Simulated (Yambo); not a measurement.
SrGeP2O8 (space group C2/m, No. 12); a = b = 4.6695 Å, c = 7.3271 Å, α = β = 93.62°, γ = 65.88°. With the G0W0 scissor the direct gap on the mesh is 7.35 eV. Axes are Cartesian, with cell vectors (Å) (3.92, -2.54, 0.00), (3.92, 2.54, 0.00), (-0.55, 0.00, 7.31).

**Question.** Can the lowest exciton of this BSE run be trusted, and with what binding energy? (Yambo, LDA bands; 4×4×2 mesh, 20 valence and 14 conduction bands, static screening with 95 bands and a 3 Ry block, scissor 2.83 eV, Tamm-Dancoff.)

**Answer.** The mesh holds a bound state, but the numbers are provisional. These are vertical excitations (zero momentum); the indirect quasiparticle gap, about 7.15 eV, is smaller than the direct one (7.35 eV on the GW mesh). The lowest state lies at 6.24 eV (dark for light along x), the direct quasiparticle gap on this mesh at 7.35 eV. Its binding energy, counted from that gap, is 1.11 eV; it spreads over about 9.6 k points of the mesh. Convergence with the mesh was not shown. The first optically allowed state is at 6.90 eV. The scissor comes from a G0W0 run whose convergence isn't established. Spin-orbit splittings are left out.

The standard potential for Ge keeps a d shell in the valence without the s and p states of that shell. In tests on such compounds this moved G0W0 gaps by up to about 0.9 eV, so absolute quasiparticle energies here are unreliable; differences between settings are what counts.

Geometry of the Materials Project entry, not relaxed at this level.
